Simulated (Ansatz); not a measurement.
## WC

The computed numbers are results of r²SCAN, scalar-relativistic (no spin polarisation) in the plane-wave PAW code Ansatz at 500 eV, 14×14×12 k-mesh, Gaussian smearing of 0.05 eV. The datasets are Ansatz's generated set soft_2.

```xyz
2
Lattice="2.9119 0.0000 0.0000 -1.4559 2.5218 0.0000 0.0000 0.0000 2.8369" Properties=species:S:1:pos:R:3 pbc="T T T"
W     0.0000    0.0000    0.0000
C     1.4559    0.8406    1.4185
```

The chain of runs began from a measured cell (COD), expanded in volume.

Which orbitals carry the states at the Fermi level, and how many states are there?

Within 0.1 eV of it: W 5d 72 %, C 2p 24 % (shares among the projected shells). The density of states at the Fermi level is about 0.26 states/eV per cell, averaged over 0.3 eV.

Density of states (tetrahedra, averaged over 0.3 eV; states/eV per cell of 2 atoms; energy in eV from the Fermi level; projections on Löwdin-orthogonalised atomic orbitals, summed over sites):

```tsv
E	total	W 5d	C 2p	C 2s	W 6s	W 5p
-7.60	0.09	0.03	0.04	0.00	0.01	0.00
-7.30	0.51	0.18	0.25	0.02	0.04	0.01
-7.00	1.12	0.45	0.53	0.04	0.07	0.01
-6.70	1.76	0.77	0.80	0.04	0.10	0.02
-6.40	1.24	0.55	0.57	0.03	0.06	0.02
-6.10	0.67	0.31	0.30	0.02	0.03	0.01
-5.80	0.66	0.31	0.30	0.02	0.02	0.01
-5.50	0.59	0.28	0.27	0.02	0.01	0.01
-5.20	0.65	0.30	0.30	0.02	0.02	0.01
-4.90	0.79	0.37	0.37	0.02	0.02	0.01
-4.60	1.02	0.51	0.46	0.02	0.02	0.01
-4.30	1.56	0.74	0.72	0.02	0.04	0.02
-4.00	1.20	0.59	0.53	0.03	0.03	0.02
-3.70	1.38	0.73	0.58	0.02	0.03	0.01
-3.40	1.73	0.87	0.77	0.02	0.03	0.02
-3.10	1.64	0.77	0.79	0.02	0.03	0.02
-2.80	1.90	0.92	0.90	0.02	0.02	0.02
-2.50	1.05	0.48	0.53	0.01	0.01	0.01
-2.20	0.30	0.11	0.18	0.00	0.00	0.00
-1.90	0.77	0.46	0.26	0.00	0.02	0.01
-1.60	1.77	1.28	0.38	0.02	0.05	0.01
-1.30	1.35	0.95	0.31	0.02	0.04	0.01
-1.00	1.23	0.88	0.26	0.02	0.03	0.01
-0.70	0.87	0.58	0.23	0.01	0.02	0.01
-0.40	0.43	0.27	0.12	0.01	0.01	0.00
-0.10	0.29	0.19	0.08	0.00	0.01	0.00
0.20	0.18	0.15	0.02	0.00	0.00	0.00
0.50	0.17	0.16	0.01	0.00	0.00	0.00
0.80	0.20	0.20	0.00	0.00	0.00	0.00
1.10	0.26	0.25	0.01	0.00	0.00	0.00
1.40	0.40	0.37	0.02	0.00	0.00	0.00
1.70	0.62	0.54	0.05	0.01	0.01	0.00
2.00	0.66	0.58	0.06	0.01	0.01	0.00
2.30	0.73	0.62	0.07	0.01	0.01	0.00
2.60	0.81	0.67	0.09	0.01	0.01	0.00
2.90	0.69	0.54	0.11	0.02	0.01	0.00
3.20	0.69	0.50	0.14	0.02	0.01	0.00
3.50	0.80	0.54	0.19	0.03	0.01	0.00
3.80	1.28	0.83	0.30	0.08	0.02	0.00
4.10	1.76	1.14	0.41	0.11	0.03	0.00
4.40	1.68	1.19	0.33	0.08	0.03	0.00
4.70	1.13	0.88	0.15	0.06	0.02	0.00
5.00	1.32	0.97	0.22	0.08	0.03	0.00
5.30	1.32	0.88	0.30	0.08	0.02	0.00
5.60	1.01	0.58	0.29	0.10	0.01	0.00
5.90	1.30	0.70	0.38	0.17	0.01	0.00
```

No spin–orbit coupling, a notable omission for heavy elements.
